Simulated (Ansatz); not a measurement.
Polymorphs of Ta$_{2}$C, each relaxed with r²SCAN (plane waves, PAW; program Ansatz):

A: P-3m1
a = 3.110 Å, b = 3.110 Å, c = 4.943 Å, α = 90.00°, β = 90.00°, γ = 120.00°

```tsv
atom	site	symmetry	x	y	z
Ta	2d	3m.	0.3333	0.6667	0.2535
C	1a	-3m.	0.0000	0.0000	0.0000
```

B: P4/nmm
a = b = 3.502 Å, c = 6.508 Å, α = β = γ = 90.00°

```csv
atom,site,symmetry,x,y,z
Ta,2a,-4m2,0.0000,0.0000,0.0000
Ta,2c,4mm,0.5000,0.0000,0.3677
C,2c,4mm,0.0000,0.5000,0.2741
```

Task: Rank these by energy per atom at 0 K (lowest first), as r²SCAN gives it.

Result: A (+0 meV/atom), B (+1028 meV/atom)

Constructed cells (a structure type filled with these elements, in neither database checked): B. Standing as an ambient phase not checked: A. All cells were relaxed under the symmetry of their starts (and spin orders); stability against distortions was not tested throughout. Rows with no word on spin ran without spin polarisation. Scalar-relativistic: spin–orbit coupling is off unless named, which matters more the heavier the elements.

Energies hold the estimated change up to a 700 eV cutoff; steps of a few meV lie near the error of the meshes.

Potentials: the later of the program's two PAW sets.
